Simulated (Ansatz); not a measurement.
NbAg (rock salt, Fm-3m) under volume change, the program Ansatz at the r²SCAN level (PAW), scaled uniformly.

```tsv
V (Å³/atom)	E − E(relaxed) (meV/atom)	P (GPa)
18.179	77.8	15.15
18.778	32.5	9.22
19.378	7.7	4.22
19.977	0.0	0.00
20.576	6.8	-3.55
21.175	25.9	-6.54
21.775	55.1	-9.04
```

Q: What does a third-order Birch–Murnaghan fit give for V₀, B₀ and B′?

A: V₀ = 19.98 Å³/atom, B₀ = 129 GPa, B′ = 4.7.

The start of the workflow was typed in or built on a structure type; neither database checked (COD, Materials Project) lists it. Whether it is the stable phase at ambient conditions was not checked. The r²SCAN relaxation kept the symmetry of its start. At this level the phase is mechanically unstable. The run is not spin-polarised. Its formation energy is positive at this level, so the cell may be metastable or incomplete.

Potentials: the later of the program's two PAW sets.
